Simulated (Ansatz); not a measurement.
**TiO2 with Sn replacing Ti: do the settings matter for the field gradients?**

Cell: a supercell of TiO2 (rutile type, P4_2/mnm) built from an entry of the Crystallography Open Database (COD), with all atoms left at the host's positions.

Space group Pmmm (No. 47); a = 6.4944, b = 6.4944, c = 8.8722 Å.

```csv
site,Wyckoff,site symmetry,x,y,z
Sn,1a,mmm,0.0000,0.0000,0.0000
Ti2,2q,mm2,0.0000,0.0000,0.3333
Ti4,1f,mmm,0.5000,0.5000,0.0000
Ti5,2t,mm2,0.5000,0.5000,0.3333
Ti7,2s,mm2,0.5000,0.0000,0.1667
Ti8,1d,mmm,0.5000,0.0000,0.5000
Ti10,2r,mm2,0.0000,0.5000,0.1667
Ti11,1g,mmm,0.0000,0.5000,0.5000
O13,2i,2mm,0.3050,0.0000,0.0000
O14,4w,.m.,0.3050,0.0000,0.3333
O16,2k,2mm,0.8050,0.5000,0.0000
O17,4x,.m.,0.8050,0.5000,0.3333
O19,4v,m..,0.5000,0.3050,0.1667
O20,2p,m2m,0.5000,0.3050,0.5000
O22,4u,m..,0.0000,0.8050,0.1667
O23,2n,m2m,0.0000,0.8050,0.5000
```

One atom of each set is listed.

Reference run. Level of theory: DFT, PBE, plane waves and PAW, scalar-relativistic, 420 eV cutoff, Γ-centred 3×3×2 k-points, Fermi–Dirac smearing 0.01 eV (Ansatz 0.2.0).

**Question.** The input is changed as follows: `basis.ecutwfc`: not typed → 300 eV; `hamiltonian.xc`: pbe → rpbe. What happens to V_zz (10²¹ V/m²) and η?

**Answer.** 

| site | V_zz reference | η reference | V_zz changed | η changed |
| --- | --- | --- | --- | --- |
| Sn | -5.65 | 0.85 | -5.84 | 0.82 |
| Ti2 | -2.71 | 0.05 | -2.63 | 0.10 |
| Ti4 | -2.27 | 0.31 | -2.19 | 0.36 |
| Ti10 | -1.99 | 0.09 | -1.94 | 0.01 |
| O13 | 4.82 | 0.71 | 4.70 | 0.75 |
| O14 | -2.39 | 0.97 | -2.48 | 0.93 |
| O16 | 2.31 | 0.80 | 2.34 | 0.86 |
| O17 | 2.40 | 0.97 | -2.46 | 0.97 |
| O19 | 2.39 | 0.92 | 2.41 | 0.98 |
| O20 | 2.37 | 0.96 | -2.42 | 0.99 |
| O22 | -4.09 | 0.82 | -4.11 | 0.77 |
| O23 | 2.46 | 0.96 | -2.50 | 0.99 |

The largest change of V_zz along a kept axis is on Sn, from -5.65 to -5.84. In per cent, |V_zz| changes by +3 on Sn, -4 to -3 on Ti, -2 to +4 on O (all sites that start above 0.5, bar those whose gradient vanishes or changes sign or whose main axis turns by over 40°). On O23, O17, O20 the largest principal value lies along another axis in the second run, so the two V_zz can't be compared directly. The table leaves out 4 of the 16 sites, with |V_zz| up to 2.34; their tensors move by 0.09 at most along any direction. The statements above cover all sites. Its pressure is 14 GPa, against 10 GPa in the reference run. SCF iterations: 10 and 11. New warnings: cutoff below recommended. In the changed run the cutoff of 300 eV lies below the one recommended for these PAW files, so its values aren't converged ones.

On the reference run: The defect repeats with the cell of 36 atoms, so it feels its images: sites between two images don't show the values beside a lone defect, and zeros or small values of η there can come from the images' arrangement. O and Ti carry a gradient in the pure host already, so the values there aren't the defect's effect alone. Without spin–orbit coupling (the program notes it for Sn) the gradients are little affected as a rule: paired runs on crystals with a gap mostly move them by under 2 % at such atoms. The cell keeps the host's lattice, where the PBE pressure is 10 GPa. The neighbours have not yet relaxed around the defect (largest force 2.5 eV/Å), so a real crystal will differ.
